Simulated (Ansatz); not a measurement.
An Ansatz (a first-principles code) run. Input:

Ansatz 0.2 input:
```yaml
crystal:
  lattice:
    - [0.0, 1.9916163296, 1.9916163296]
    - [1.9916163296, 0.0, 1.9916163296]
    - [1.9916163296, 1.9916163296, 0.0]
  atoms:
    - { symbol: Al, position: [0.0, 0.0, 0.0] }
kpoints:
  mp_grid: { grid: [37, 37, 37] }
hamiltonian:
  xc: lda
  pseudopotentials: { azcp: { folder: ./paw }, kind: paw }
scf:
  occupations: { method: fermi_dirac, width: 0.1 }
elastic: { mode: relaxed_ion, stencil: two_point, amplitude: 0.005, f_tol: 0.0005 }
```

Output (shortened):

```
Pseudopotential: Al, paw, valence charge 3
Functional definition: SPW92
Crystal: 1 atoms, lattice volume = 15.800 Å³
Basis set: ecut = 420 eV, 331 PW (Γ)
Bands: 6, of which v1, the nominal top of the filled ones, is band 2 counted from 1 (1 counted from 0)
Symmetry: 48 space group operations
Space group: Fm-3m (ITA 225), of the structure as read, at distance tolerance 2.5e-5 Å
k-points: 1330 of 50653
SCF iter   1: F=—  HF=-512.939715 eV  |F-HF|=—  |Δ(HF+E_count)|=         —  Δρ=2.14e-2  dr2=7.40e-2  ethr=3.10e-3  ⟨swp⟩=4.4  Hψ=69398  notcnv=0
preconditioner: auto → none
SCF iter   2: F=—  HF=-512.896775 eV  |F-HF|=—  |Δ(HF+E_count)|=   4.29e-2  Δρ=1.02e-2  dr2=1.67e-2  ethr=2.47e-3  ⟨swp⟩=1.0  Hψ=18620  notcnv=0
SCF iter   3: F=—  HF=-512.884073 eV  |F-HF|=—  |Δ(HF+E_count)|=   1.27e-2  Δρ=1.66e-4  dr2=3.85e-6  ethr=5.56e-4  ⟨swp⟩=1.0  Hψ=7688  notcnv=0  defer=39
SCF iter   4: F=—  HF=-512.884073 eV  |F-HF|=—  |Δ(HF+E_count)|=   1.65e-8  Δρ=1.30e-5  dr2=1.45e-8  ethr=1.28e-7  ⟨swp⟩=2.0  Hψ=9667  notcnv=0  defer=39
SCF iter   5: F=—  HF=-512.884073 eV  |F-HF|=—  |Δ(HF+E_count)|=   1.19e-8  Δρ=6.44e-7  dr2=5.35e-11  ethr=4.82e-10  ⟨swp⟩=2.0  Hψ=9716  notcnv=0  defer=43
SCF iter   6: F=—  HF=-512.884073 eV  |F-HF|=—  |Δ(HF+E_count)|=  1.97e-11  Δρ=5.86e-8  dr2=3.01e-13  ethr=1.78e-12  ⟨swp⟩=1.4  Hψ=8180  notcnv=0  defer=43
SCF iter   7: F=-512.884073 eV  HF=-512.884073 eV  |F-HF|=0.00e0  |Δ(HF+E_count)|=    0.00e0  Δρ=1.15e-9  dr2=1.44e-16  ethr=1.00e-12  ⟨swp⟩=4.4  Hψ=22084  notcnv=0
SCF 1 converged in 7 iterations: F = -512.884073 eV  dr2 = 1.44e-16
Crystal: 1 atoms, lattice volume = 15.721 Å³
Basis set: ecut = 420 eV, 323 PW (Γ)
Symmetry: 16 space group operations
k-points: 3610 of 50653
iter 1 solved again at ethr=1.20e-7 eV; its pass at ethr=3.10e-3 eV (dr2=3.60e-6 eV) is discarded
SCF iter   1: F=—  HF=-512.883910 eV  |F-HF|=—  |Δ(HF+E_count)|=         —  Δρ=1.64e-4  dr2=3.76e-6  ethr=1.20e-7  ⟨swp⟩=2.2  Hψ=208365  notcnv=0  defer=71
preconditioner: auto → none
SCF iter   2: F=—  HF=-512.883907 eV  |F-HF|=—  |Δ(HF+E_count)|=   3.21e-6  Δρ=7.91e-5  dr2=8.63e-7  ethr=1.20e-7  ⟨swp⟩=1.0  Hψ=20810  notcnv=0  defer=71
SCF iter   3: F=—  HF=-512.883906 eV  |F-HF|=—  |Δ(HF+E_count)|=   9.53e-7  Δρ=1.35e-6  dr2=1.79e-10  ethr=2.88e-8  ⟨swp⟩=1.0  Hψ=20810  notcnv=0  defer=71
SCF iter   4: F=—  HF=-512.883906 eV  |F-HF|=—  |Δ(HF+E_count)|=  3.78e-10  Δρ=1.43e-7  dr2=1.72e-12  ethr=5.98e-12  ⟨swp⟩=2.0  Hψ=26435  notcnv=0  defer=71
SCF iter   5: F=-512.883906 eV  HF=-512.883906 eV  |F-HF|=0.00e0  |Δ(HF+E_count)|=  9.09e-13  Δρ=7.91e-9  dr2=7.14e-15  ethr=1.00e-12  ⟨swp⟩=4.0  Hψ=48651  notcnv=0
SCF 2 converged in 5 iterations: F = -512.883906 eV  dr2 = 7.14e-15
Crystal: 1 atoms, lattice volume = 15.879 Å³
iter 1 solved again at ethr=1.95e-10 eV; its pass at ethr=3.10e-3 eV (dr2=5.84e-9 eV) is discarded
SCF iter   1: F=—  HF=-512.883939 eV  |F-HF|=—  |Δ(HF+E_count)|=         —  Δρ=6.69e-6  dr2=5.90e-9  ethr=1.95e-10  ⟨swp⟩=2.0  Hψ=208460  notcnv=0  defer=85
preconditioner: auto → none
SCF iter   2: F=—  HF=-512.883939 eV  |F-HF|=—  |Δ(HF+E_count)|=   1.01e-9  Δρ=3.13e-6  dr2=1.26e-9  ethr=1.95e-10  ⟨swp⟩=1.0  Hψ=20813  notcnv=0  defer=85
SCF iter   3: F=—  HF=-512.883939 eV  |F-HF|=—  |Δ(HF+E_count)|=  2.52e-10  Δρ=6.41e-8  dr2=2.94e-13  ethr=4.20e-11  ⟨swp⟩=1.0  Hψ=20813  notcnv=0  defer=85
SCF iter   4: F=-512.883939 eV  HF=-512.883939 eV  |F-HF|=2.27e-13  |Δ(HF+E_count)|=  1.02e-12  Δρ=7.53e-9  dr2=5.54e-15  ethr=1.00e-12  ⟨swp⟩=4.0  Hψ=48532  notcnv=0
SCF 3 converged in 4 iterations: F = -512.883939 eV  dr2 = 5.54e-15
Crystal: 1 atoms, lattice volume = 15.800 Å³
Symmetry: 8 space group operations
k-points: 6859 of 50653
iter 1 solved again at ethr=4.83e-7 eV; its pass at ethr=3.10e-3 eV (dr2=1.45e-5 eV) is discarded
SCF iter   1: F=—  HF=-512.884033 eV  |F-HF|=—  |Δ(HF+E_count)|=         —  Δρ=2.74e-4  dr2=1.42e-5  ethr=4.83e-7  ⟨swp⟩=1.0  Hψ=386032  notcnv=0  defer=142
preconditioner: auto → none
SCF iter   2: F=—  HF=-512.884029 eV  |F-HF|=—  |Δ(HF+E_count)|=   4.07e-6  Δρ=1.07e-4  dr2=2.15e-6  ethr=4.73e-7  ⟨swp⟩=1.0  Hψ=39592  notcnv=0  defer=142
SCF iter   3: F=—  HF=-512.884028 eV  |F-HF|=—  |Δ(HF+E_count)|=   6.30e-7  Δρ=2.43e-6  dr2=3.56e-10  ethr=7.16e-8  ⟨swp⟩=1.0  Hψ=39610  notcnv=0  defer=142
SCF iter   4: F=—  HF=-512.884028 eV  |F-HF|=—  |Δ(HF+E_count)|=   5.46e-8  Δρ=7.56e-7  dr2=5.42e-11  ethr=1.19e-11  ⟨swp⟩=2.0  Hψ=51052  notcnv=0  defer=142
SCF iter   5: F=—  HF=-512.884028 eV  |F-HF|=—  |Δ(HF+E_count)|=  3.30e-12  Δρ=1.44e-7  dr2=3.29e-12  ethr=1.81e-12  ⟨swp⟩=1.8  Hψ=47988  notcnv=0  defer=142
SCF iter   6: F=-512.884028 eV  HF=-512.884028 eV  |F-HF|=0.00e0  |Δ(HF+E_count)|=  9.09e-13  Δρ=2.07e-8  dr2=6.50e-14  ethr=1.00e-12  ⟨swp⟩=2.9  Hψ=120611  notcnv=0
SCF 4 converged in 6 iterations: F = -512.884028 eV  dr2 = 6.50e-14
Crystal: 1 atoms, lattice volume = 15.800 Å³
iter 1 solved again at ethr=1.79e-11 eV; its pass at ethr=3.10e-3 eV (dr2=5.36e-10 eV) is discarded
SCF iter   1: F=—  HF=-512.884028 eV  |F-HF|=—  |Δ(HF+E_count)|=         —  Δρ=2.08e-6  dr2=5.27e-10  ethr=1.79e-11  ⟨swp⟩=1.8  Hψ=394618  notcnv=0  defer=172
preconditioner: auto → none
SCF iter   2: F=—  HF=-512.884028 eV  |F-HF|=—  |Δ(HF+E_count)|=  2.83e-10  Δρ=9.98e-7  dr2=1.17e-10  ethr=1.76e-11  ⟨swp⟩=1.0  Hψ=39592  notcnv=0  defer=172
SCF iter   3: F=-512.884028 eV  HF=-512.884028 eV  |F-HF|=0.00e0  |Δ(HF+E_count)|=  8.34e-11  Δρ=2.76e-8  dr2=6.42e-14  ethr=1.00e-12  ⟨swp⟩=3.4  Hψ=124914  notcnv=0
SCF 5 converged in 3 iterations: F = -512.884028 eV  dr2 = 6.42e-14
SCF converged after 7 iterations
Free energy (F): -512.884073 eV
Harris-Foulkes:  -512.884073 eV  (|F-HF|=0.00e0)
Internal energy: -512.871063 eV  (E = F + TS)
E sigma→0 (E₀):  -512.877568 eV
Entropy (-TS):   -0.013009 eV (-13.009 meV/atom)
Fermi energy:    8.184825 eV
--- Per-component energies (eV) ---
  E_band       = 10.978041
  E_kinetic    = 23.222655
  E_local      = 10.558997  (includes V_loc(G=0)·N_el)
  E_nonlocal   = 10.735125
  E_hartree    = 0.103346
  E_xc         = -37.698984
  E_vxc        = -29.870974  (∫ρ·V_xc dr)
  E_paw        = -445.262325  (= ΣΔE_a)
  E_vpaw       = -3.874449  (= ΣTr[D̂ρ^β])
  E_aug_tail   = -0.000005  (compensation charges beyond the density's cutoff)
  E_ewald      = -74.585587
  E_core_change = 0.055717  (= ΣΔE_core)
  E_smearing   = -0.013009  (= −TS)
  E_closure    = 0.000000  (closes the sum)
  Σ components = -512.884073   (vs F -512.884073, Δ=0.00e0)
  [band-id]    e_kinetic+e_local+e_nonlocal+2·e_hartree+e_vxc+e_vpaw+e_augmentation_tail = 10.978041   (vs E_band 10.978041, Δ=-4.34e-9)
--- Forces (eV/Å), atoms counted from 1 ---
  atom   1  Al     0.00000000     0.00000000     0.00000000
  max |Σ_I F_I| component: 0.0 eV/Å
--- Stress (GPa, compression-positive) ---
        0.028655       0.000000       0.000000
        0.000000       0.028655       0.000000
        0.000000       0.000000       0.028655
  P = ⅓ Tr σ = 0.0287 GPa (0.287 kbar)
--- Band table (eV; the first three rows and the last of 1330) ---
  k-point 0: bands = ["-3.2128", "20.8856", "20.8856", "20.8856", "22.6526", "22.6526"]
  k-point 1: bands = ["-3.1924", "20.4215", "20.8105", "20.8105", "22.7591", "22.7591"]
  k-point 2: bands = ["-3.1312", "19.4888", "20.6261", "20.6261", "23.0362", "23.0362"]
  k-point 1329: bands = ["7.0518", "7.4251", "8.4105", "9.4821", "23.9150", "24.4116"]
--- Elastic constants: 2 strain directions × 2 members + reference (group order 48) ---
  dense FFT box of the reference and of every strained cell: 20×20×20
  strains applied: 11, 23; error gains: componentwise 1.00 (the most a stress slope's error grows in a printed constant), spectral 1.73 (1 for all six strains …
  C = ∂σ_k/∂η_j (tension-positive GPa; Voigt order 11 22 33 23 13 12):
       121.830     65.108     65.108      0.000      0.000      0.000
        65.108    121.830     65.108      0.000      0.000      0.000
        65.108     65.108    121.830      0.000      0.000      0.000
         0.000      0.000      0.000     36.104      0.000      0.000
         0.000      0.000      0.000      0.000     36.104      0.000
         0.000      0.000      0.000      0.000      0.000     36.104
  reference stress σ⁰ (GPa):     -0.029     -0.029     -0.029      0.000      0.000      0.000
  C* (energy form; C + prestress term) asymmetry max|C*_kj − C*_jk| = 4.263e-14 GPa — a small one proves nothing (zero by symmetry where the batch's group is …
  moduli (Voigt/Reuss/Hill, GPa): K = 84.02/84.02/84.02   G = 33.01/32.55/32.78   E = 87.02   ν = 0.327
  mechanically stable: yes (min eigenvalue of sym C = 36.10 GPa)
  where every solve meets its electron count the energy-path curvature estimates C_jj along a normal strain and C_jj − ¼(σ⁰_aa + σ⁰_bb) along a shear (ab), of …
  strain η (Voigt 11):  stress-route row diagonal C_11 = 121.83 GPa, energy-path curvature d²(F+E_count+ΔE)/dδ²/Ω₀ = 121.76 GPa
         δ    σ_11 (GPa)             F (eV)   n_scf  n_hpsi   n_pw
    -5.000e-3      -0.6485        -512.8839062       5  367909    327   relax 0 steps, max|allowed force component| 0.00e0 eV/Å
     5.000e-3       0.5698        -512.8839386       4  341534    331   relax 0 steps, max|allowed force component| 0.00e0 eV/Å
  strain η (Voigt 23):  stress-route row diagonal C_44 = 36.10 GPa, energy-path curvature d²(F+E_count+ΔE)/dδ²/Ω₀ = 36.10 GPa
         δ    σ_23 (GPa)             F (eV)   n_scf  n_hpsi   n_pw
    -5.000e-3      -0.1805        -512.8840280       6  766297    331   relax 0 steps, max|allowed force component| 0.00e0 eV/Å
     5.000e-3       0.1805        -512.8840280       3  640624    331   relax 0 steps, max|allowed force component| 0.00e0 eV/Å
```

Cost: around 100 core-seconds (rough) on shared cores.

The LDA relaxation kept the symmetry of its start. As this level gives no gap, shear constants depend on the k-mesh and smearing (Fermi–Dirac, 0.1 eV here).

Potentials: the earlier of the program's two PAW sets. The files were generated under PBE; for other functionals the program regenerates the frozen cores, and for LDA and PBEsol the local potential too.

Ansatz is a plane-wave DFT program.
